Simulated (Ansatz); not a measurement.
Polymorphs of SnS₂, each relaxed with DFT-LDA in the program Ansatz with PAW potentials:

A: I-42d, a = b = 5.377 Å, c = 10.440 Å, α = β = γ = 90.00°

B: R3m, a = b = 3.5726 Å, c = 16.7745 Å, α = β = 90.00°, γ = 120.00°

C: Fd-3m, a = b = c = 10.245 Å, α = β = γ = 90.00°

D: CdI2 type (P-3m1), a = b = 3.632 Å, c = 5.701 Å, α = β = 90.00°, γ = 120.00°

Task: Rank these by energy per atom at 0 K (lowest first), as LDA gives it.

Result: D (+0 meV/atom), C (+6 meV/atom), A (+136 meV/atom), B (+259 meV/atom)

Task: Give each one's gap.

Result: A 1.42 eV; B no gap; C 0.90 eV; D 1.02 eV.

Constructed cells (a structure type filled with these elements, in neither database checked): B. Not the usual ambient phase: A; B; C. Weakly bound layers, chains or molecules computed without a dispersion correction, so cells and soft constants are ill determined: B; D. All cells were relaxed under the symmetry of their starts (and spin orders); stability against distortions was not tested throughout. Spin–orbit coupling is left out wherever it is not named.

Energies hold the estimated change up to a 700 eV cutoff; steps of a few meV lie near the error of the meshes.

Potentials: the later of the program's two PAW sets.
